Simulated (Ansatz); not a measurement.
Consider the following.

SbPt:
Space group P6₃/mmc (No. 194); a = b = 4.146 Å, c = 5.431 Å, α = β = 90.00°, γ = 120.00°

| atom | site | symmetry | x | y | z |
|---|---|---|---|---|---|
| Sb | 2c | -6m2 | 0.3333 | 0.6667 | 0.2500 |
| Pt | 2a | -3m. | 0.0000 | 0.0000 | 0.0000 |

This is the LDA-relaxed structure.

Question: All from LDA (plane waves, PAW; program Ansatz), unless another level is named. Give the electronic character.

Answer: metallic (no gap).

Question: Next, the formation energy from the elements (no fitted shifts)?

Answer: -414 meV/atom.

Question: Predict the density of states at the Fermi level.

Answer: 0.44 states/eV per atom (mean over ±0.08 eV).

Space group P6_3/mmc (NiAs type). The workflow started from a Materials Project entry (that database holds measured and hypothetical structures alike); the Crystallography Open Database files this formula in space group No. 194, but the cells were not matched. Whether it is the stable phase at ambient conditions was not checked. The LDA relaxation kept the symmetry of its start; of distortions, only those at the zone centre were tested. The run is not spin-polarised. The references are the lowest solids computed at this level, not always the standard phases. Scalar-relativistic: spin–orbit coupling is off unless named, which matters more the heavier the elements.

Potentials: the later of the program's two PAW sets.
